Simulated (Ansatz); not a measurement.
Method: DFT PBE, scalar-relativistic, plane waves, PAW in Ansatz. All cells share a 420 eV cutoff and Γ-centred k meshes spaced at most about 0.3 Å⁻¹ (about 0.25 or finer for metals, 2π included). No spin polarisation in the final relaxations.

All energies are static (0 K, no zero-point motion).

Two forms of RbPd were relaxed alike.

A.

```yaml
crystal:
  lattice:
    - [3.44592, 0.00000, 0.00000]
    - [-1.72296, 2.98426, 0.00000]
    - [0.00000, 0.00000, 5.31855]
  atoms:
    - { symbol: Rb, position: [0.33333, 0.66667, 0.50000] }
    - { symbol: Pd, position: [0.00000, 0.00000, 0.00000] }
```

B.

```yaml
crystal:
  lattice:
    - [2.64003, -5.66696, 0.00000]
    - [2.64003, 5.66696, 0.00000]
    - [0.00000, 0.00000, 4.77331]
  atoms:
    - { symbol: Rb, position: [0.64571, 0.35429, 0.75000] }
    - { symbol: Rb, position: [0.35429, 0.64571, 0.25000] }
    - { symbol: Pd, position: [0.95824, 0.04176, 0.75000] }
    - { symbol: Pd, position: [0.04176, 0.95824, 0.25000] }
```

Question: Which would you expect to be lower, and how large is the difference?

Answer: B is lower, by 0.34 eV/atom. A has space group P-6m2 (No. 187), 27.3 Å³/atom and no gap on its mesh; B has the CrB type, space group Cmcm (No. 63), 35.7 Å³/atom and no gap. Counting all near atoms (those within 1.25 times the shortest distance at each site), A has Rb 12, Pd 12 and B has Rb 9, Pd 2. The lower one is the more open, so pressure narrows the difference. Even the lower one lies +0.12 eV/atom against the reference forms of the elements (uncorrected), so neither is stable at this level. Both come from invented guesses.

Cells relaxed within their symmetry can be saddle points. The Cmcm cell of RbPd came from shaking the P-6m2 one.
